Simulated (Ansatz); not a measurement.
Starting cell, SiO2 (rutile):

```
SiO2
1.0
    4.23616     0.00000     0.00000
    0.00000     4.23616     0.00000
    0.00000     0.00000     5.38090
Si O
4 8
Direct
  0.50000   0.50000   0.25000
  0.50000   0.50000   0.75000
  0.00000   0.00000   0.00000
  0.00000   0.00000   0.50000
  0.80699   0.80699   0.25000
  0.80699   0.80699   0.75000
  0.30699   0.69301   0.00000
  0.30699   0.69301   0.50000
  0.69301   0.30699   0.00000
  0.69301   0.30699   0.50000
  0.19301   0.19301   0.25000
  0.19301   0.19301   0.75000
```

The atoms are displaced by Q × the pattern below (from a DFPT mode at Z = (0.0, 0.0, 0.5), largest move 1; Q in Å), at fixed cell. It is one choice among 2 degenerate patterns. (q is in reciprocal vectors of the primitive cell; the cell shown is doubled to hold the pattern.)

| atom | x | y | z |
|---|---|---|---|
| Si1 | -0.707 | 0.707 | 0.000 |
| Si2 | 0.707 | -0.707 | 0.000 |
| Si3 | -0.080 | -0.080 | 0.000 |
| Si4 | 0.080 | 0.080 | 0.000 |
| O5 | -0.054 | 0.054 | 0.023 |
| O6 | 0.054 | -0.054 | -0.023 |
| O7 | -0.006 | -0.006 | -0.208 |
| O8 | 0.006 | 0.006 | 0.208 |
| O9 | -0.006 | -0.006 | 0.208 |
| O10 | 0.006 | 0.006 | -0.208 |
| O11 | -0.054 | 0.054 | -0.023 |
| O12 | 0.054 | -0.054 | 0.023 |

The numbers are results of PBE (plane waves to 420 eV, PAW, scalar-relativistic; Ansatz, a program for electronic structure), not measurements. k mesh 8×8×6 (Γ-centred), Fermi-Dirac smearing 0.05 eV. The energy includes the smearing's −TS. SiO2 was relaxed with its symmetry unable to fall. ΔE is measured from the undisplaced structure.

Task: Give the computed ΔE (meV/cell) at Q (Å) = -0.100, -0.083, -0.050, 0.017, 0.050, 0.067, 0.083, 0.100.

Result: 
```json
[
 {"Q (Å)": "-0.100", "ΔE (meV/cell)": "162.8"},
 {"Q (Å)": "-0.083", "ΔE (meV/cell)": "113.2"},
 {"Q (Å)": "-0.050", "ΔE (meV/cell)": "40.8"},
 {"Q (Å)": "0.017", "ΔE (meV/cell)": "4.5"},
 {"Q (Å)": "0.050", "ΔE (meV/cell)": "40.8"},
 {"Q (Å)": "0.067", "ΔE (meV/cell)": "72.5"},
 {"Q (Å)": "0.083", "ΔE (meV/cell)": "113.2"},
 {"Q (Å)": "0.100", "ΔE (meV/cell)": "162.8"}
]
```

(A displaced cell: forces are minus the slopes of the energy, force constants its curvatures, and phonons follow from these.)
